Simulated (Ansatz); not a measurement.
# InSb3: moving In off its site

InSb3, Fm-3m, a = 7.324 Å. The structure is a Materials Project entry; whether it is the stable form wasn't checked. Ansatz: PBEsol+D3(BJ), PAW, 420 eV, Γ-centred 12×12×12 mesh on 4 atoms, Gaussian smearing 0.15 eV; no spin polarisation.

```
CELL_PARAMETERS angstrom
0.00000 3.66207 3.66207
3.66207 0.00000 3.66207
3.66207 3.66207 0.00000
ATOMIC_POSITIONS crystal
In 0.00000 0.00000 0.00000
Sb 0.25000 0.25000 0.25000
Sb 0.75000 0.75000 0.75000
Sb 0.50000 0.50000 0.50000
```

Atom 1 (In) moves by x along the unit vector (0.000, 0.000, 1.000), with its periodic images; all else is held. y is the free energy of the cell over the start, F the force along the path summed over the moved atoms. Symmetry makes y even in x.

| x (Å) | y (meV) | F (eV/Å) |
| --- | --- | --- |
| -0.200 | ? | ? |
| -0.100 | 16.9 | 0.34 |
| 0.000 | 0.0 | 0.00 |
| 0.025 | 1.1 | -0.08 |
| 0.050 | 4.2 | -0.17 |
| 0.075 | 9.5 | -0.25 |
| 0.125 | 26.4 | -0.42 |
| 0.150 | 38.0 | -0.51 |
| 0.175 | 51.8 | -0.59 |

Problem. Fit y = c2 x² + c4 x⁴ to the energies of the other rows, give the force constant, and predict energy and force of the missing row.

Solution. Least squares on the rows shown. y = 1687 x² + 124.7 x⁴. The force constant is 2 c2 = 3.37 eV/Å² (for all images moving together, not for a lone atom). The force −dy/dx at the missing row is 0.68 eV/Å (computed 0.68). At x = -0.200 the fit asked for gives 67.7 meV. The run gave 67.7 meV, the same to the digits shown.

Cost: 9 runs of about 2.1 core-minutes in all, on AMD EPYC 9R45 (Zen 5) (shared hosts).